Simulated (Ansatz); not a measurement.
Relaxed Se (trigonal-Se type, space group P3_121):

```
CELL_PARAMETERS angstrom
      9.01138     0.00000     0.00000
     -2.25284     3.90204     0.00000
      0.00000     0.00000     4.99129
ATOMIC_POSITIONS crystal
  Se 0.10854 0.00000 0.83333
  Se 0.60854 0.00000 0.83333
  Se 0.00000 0.21709 0.16667
  Se 0.50000 0.21709 0.16667
  Se 0.39146 0.78291 0.50000
  Se 0.89146 0.78291 0.50000
```

In this cell atom 1 (Se, nearest neighbour Se at 2.375 Å; its periodic images, 4.5 Å or more away, move with it) is moved by s along Cartesian z, unit vector (0.000, 0.000, 1.000); all other atoms and the cell stay fixed.

All values below come from r2SCAN (plane waves to 500 eV, PAW, scalar-relativistic; Ansatz, a first-principles code). k mesh 7×7×6 (Γ-centred), Fermi-Dirac smearing 0.05 eV. E stands for the smeared free energy. Se was relaxed with its symmetry unable to fall. The zero of ΔE is the undisplaced structure.

Task: What ΔE (meV/cell) does the calculation give at s (Å) = -0.240, -0.192, -0.144, -0.048, 0.048, 0.144?

Result: 
```tsv
s (Å)	ΔE (meV/cell)
-0.240	254.6
-0.192	162.2
-0.144	90.9
-0.048	10.1
0.048	10.1
0.144	91.4
```

(A displaced cell: forces are minus the slopes of the energy, force constants its curvatures, and phonons follow from these.)
